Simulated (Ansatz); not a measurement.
This run works on a generated trial structure, not on a known crystal.

Input and command of a plane-wave DFT calculation in Ansatz:

```yaml
crystal:
  lattice:
    - [5.60612857, 0.0, 0.0]
    - [-2.80306428, 4.85504976, 0.0]
    - [0.0, 0.0, 8.11957043]
  atoms:
    - { symbol: Zr, position: [0.66666667, 0.33333333, 0.28322881] }
    - { symbol: Zr, position: [0.66666667, 0.33333333, 0.71677119] }
    - { symbol: Zr, position: [0.66666667, 0.33333333, 0.0] }
    - { symbol: Ge, position: [0.33333333, 0.66666667, 0.0] }
    - { symbol: Te, position: [0.0, 0.0, 0.5] }
    - { symbol: Te, position: [0.33333333, 0.66666667, 0.71047218] }
    - { symbol: Te, position: [0.33333333, 0.66666667, 0.28952782] }
    - { symbol: Te, position: [0.66666667, 0.33333333, 0.5] }
basis:
  ecutwfc: 420
kpoints:
  mp_grid: { grid: [4, 4, 2] }
hamiltonian:
  xc: pbe
scf:
  occupations: { method: gaussian, width: 0.2 }
  lower_state_search: "off"
output:
  forces: true
  stress: true
  eigenvalues: true
relax:
  adjacent_minimum: "off"
  f_tol: 0.08
  max_steps: 16
  cell: { stress_tol: 0.8 }
```

```bash
ansatz run input.yaml --threads 1 --pin off --max-ram 2560MiB --backend cpu --events-out ev --progress --plain --runs-dir out
```

Processor: Intel(R) Xeon(R) Platinum 8259CL CPU @ 2.50GHz (Skylake/Cascade Lake), 1 thread, on a host shared with other jobs.

Question: Estimate time, memory and problem size.

Answer: About 3.6 min, peak memory 0.58 GiB. It solves 69 bands at 8 k points (after reduction by symmetry) with about 5025 plane waves (on the last cell), in 107 SCF iterations over 14 ionic steps.
